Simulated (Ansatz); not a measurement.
# Fields on a plane of Sb (A7 type, space group R-3m)

```
Sb
1.0
    2.16429     1.24956     3.78321
   -2.16429     1.24956     3.78321
    0.00000    -2.49911     3.78321
Sb
2
Cartesian
  0.00000   0.00000   2.64696
  0.00000   0.00000   8.70267
```

The slice is a (-1 1 0 4) plane (indices of the conventional cell) through the point (0.767, 0.767, 0.767) (fractional), spanned by u = [1 0 -1] and v = [1 -1 1] in vectors of this cell: u (4.33 Å) and v (6.27 Å, at 90° to u). It covers one period; positions are fractions (u, v).

Atoms on it: Sb at (0.00, 0.00). Other atoms lie within 1 Å of the plane.

Computed with r2SCAN+rVV10 (plane waves to 500 eV, PAW, scalar-relativistic; Ansatz, a quantum-chemistry and plane-wave program). k mesh 13×13×13. Inside the PAW spheres the values are not all-electron values, and peaks at nuclei hang on which shells count as valence. Sb was relaxed with its symmetry unable to fall. Spin-orbit coupling is left out, though Sb is heavy. The PAW data are Ansatz's earlier set.

```
|@@%*+=-::..::-=+*%@|
|%%#+=--:....:--=+#%|
|#**==-::....::-==**|
|++==-::......::-==+|
|==--::..    ..::--=|
|---::..      ..::--|
|-:::..        ..:::|
|-:::..        ..:::|
|---::..      ..::--|
|==--::..    ..::--=|
|+===-::..  ..::-===|
|**+==-:......:-==+*|
|%#*+=-::....::-=+*#|
|@%#*=--:....:--=*#%|
|@@%*=--:....:--=*%@|
|@%#*=--:....:--=*#%|
|%#*+=-::....::-=+*#|
|**+=--:..  ..:--=+*|
|++==-::.    .::-==+|
|===--:..    ..:--==|
|==--::.      .::--=|
|==--::.      .::--=|
|===--:..    ..:--==|
|++==-::..  ..::-==+|
|#**==-:......:-==**|
|%%#+=--:....:--=+#%|
|@@%*+=-::..::-=+*%@|
|@@%#+=-::..::-=+#%@|
```
Scale: ten equal steps from -1.66 (start of ' ') to 1.20 (end of '@'), in the order ' .:-=+*#%@'. Values: log₁₀ of the valence density in e/Å³. The map has 19 points along u (one character each, u = 0 at the left) and 28 along v (v = 0 in the bottom row). The scale is logarithmic, as a density can span decades between atoms and voids.

```
|xxxxx0478888740xxxx|
|xxxx005788887500xxx|
|xxxx026889988620xxx|
|xx0015789999875100x|
|0002578999999875200|
|3346789999999987643|
|6677899999999998776|
|6677899999999998776|
|4456789999999987654|
|0013678999999876310|
|xx0026789999876200x|
|xxx00368999986300xx|
|xxxx015789987510xxx|
|xxxxx0478998740xxxx|
|xxxxx0478998740xxxx|
|xxxxx0478998740xxxx|
|xxxx005789987500xxx|
|xxx00368999986300xx|
|xx0025789999875200x|
|0002578999999875200|
|2235678999999876532|
|1235678999999876532|
|0002468999999864200|
|xx0015789999875100x|
|xxxx026889988620xxx|
|xxxx004789987400xxx|
|xxxxx0478888740xxxx|
|xxxxx0368888630xxxx|
```
Scale: ten equal steps from 0.00 (start of '0') to 8.18 (end of '9'), in the order '0123456789'. Values: electrostatic potential energy of an electron, from the cell's mean, in eV. The map has 19 points along u (one character each, u = 0 at the left) and 28 along v (v = 0 in the bottom row). Points within 1 Å of a nucleus are blanked (x), as the pseudised field means little there. Values under 0 eV are set to 0. The zero, the cell's mean, hangs on the PAW cores.
